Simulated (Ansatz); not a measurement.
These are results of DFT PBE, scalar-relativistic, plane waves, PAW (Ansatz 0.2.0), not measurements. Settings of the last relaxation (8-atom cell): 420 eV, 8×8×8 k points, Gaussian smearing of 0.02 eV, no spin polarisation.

The zero of energy is the elements' standard structures at the same level; no fitted shifts are applied.

Q: Give a relaxed trial structure of a tetragonal semiconductor made of S, Se and Zn, with a gap near 1.8 eV, a formation energy near −0.79 eV/atom and a density near 4.32 g/cm³, in a cell of 8 atoms. Its symmetry should be I-42m (No. 121).

A: Zn4SeS3, space group I-42m (No. 121). Zn has 3 S at 2.36–2.37 Å and 1 Se at 2.46 Å; around Se lie 4 Zn at 2.46 Å; around S on a site of symmetry -4 lie 4 Zn at 2.37 Å; S on a site of symmetry -42m has 4 Zn at 2.36 Å.

```cif
data_structure
_symmetry_space_group_name_H-M 'P 1'
_symmetry_Int_Tables_number 1
_cell_length_a 6.7531
_cell_length_b 6.7531
_cell_length_c 6.7531
_cell_angle_alpha 131.791
_cell_angle_beta 131.791
_cell_angle_gamma 70.559
_cell_volume 167.73
loop_
_atom_site_label
_atom_site_type_symbol
_atom_site_fract_x
_atom_site_fract_y
_atom_site_fract_z
_atom_site_occupancy
Zn1 Zn 0.37010 0.88640 0.00000 1
Zn2 Zn 0.11360 0.11360 0.48371 1
Zn3 Zn 0.88640 0.37010 0.00000 1
Zn4 Zn 0.62990 0.62990 0.51629 1
Se1 Se 0.50000 0.50000 0.00000 1
S1 S 0.75000 0.25000 0.50000 1
S2 S 0.25000 0.75000 0.50000 1
S3 S 0.00000 0.00000 0.00000 1
```

| Item | Value |
| --- | --- |
| Volume per atom | 20.97 Å³ |
| Density | 4.32 g/cm³ |
| Formation energy | −0.789 eV/atom |
| Gap on the 8×8×8 mesh of the 8-atom cell | 1.76 eV |

The cell was found from a structure generator's guess, not taken from experiment. Other answers may fit too; this one was computed.

Kohn–Sham gaps at this level usually fall short of measured ones. The reference forms of S and Se are held partly by dispersion forces, which this level lacks. A later test with randomly moved atoms came back to the same energy, though modes that don't fit the test's cell weren't probed.
